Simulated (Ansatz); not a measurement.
Below is a relaxed structure of LiLuC. The cell was found from a structure generator's guess, not taken from experiment.

All numbers below come from DFT PBE, scalar-relativistic, plane waves, PAW in Ansatz. Cutoff 420 eV, Γ-centred mesh, Gaussian smearing, no spin polarisation.

```cif
data_structure
_symmetry_space_group_name_H-M 'P 1'
_symmetry_Int_Tables_number 1
_cell_length_a 3.4063
_cell_length_b 3.4063
_cell_length_c 4.2608
_cell_angle_alpha 90.000
_cell_angle_beta 90.000
_cell_angle_gamma 90.000
_cell_volume 49.44
loop_
_atom_site_label
_atom_site_type_symbol
_atom_site_fract_x
_atom_site_fract_y
_atom_site_fract_z
_atom_site_occupancy
Li1 Li 0.50000 0.50000 0.50000 1
Lu1 Lu 0.00000 0.00000 0.00000 1
C1 C 0.50000 0.50000 0.00000 1
```

Energies over the elements count from the elements' standard structures at the same level, with no fitted energy shifts.

(1) What space group does it have?

(2) How far does it lie from the elements in energy?

(3) Is it a metal?

Answers

(1) P4/mmm (No. 123). Conventional cell: a = 3.406 Å, c = 4.261 Å. Li is surrounded by 2 C at 2.13 Å and 8 Lu at 3.22 Å; around Lu lie 4 C at 2.41 Å, 8 Li at 3.22 Å and 4 Lu at 3.41 Å; C is surrounded by 2 Li at 2.13 Å and 4 Lu at 2.41 Å.

(2) +0.04 eV/atom. The separate elements lie lower, so it is unstable against them.

(3) Yes, bands cross the Fermi level on the 14×14×12 mesh.

The last run used a 14×14×12 mesh (in the run's order of axes) for its 3-atom cell and Gaussian smearing of 0.10 eV. The k mesh leaves some 4 meV/atom of noise in the energy of each metallic cell. The reference form of C is held partly by dispersion forces, which this level lacks. A structure relaxed within its symmetry needn't be a true minimum.
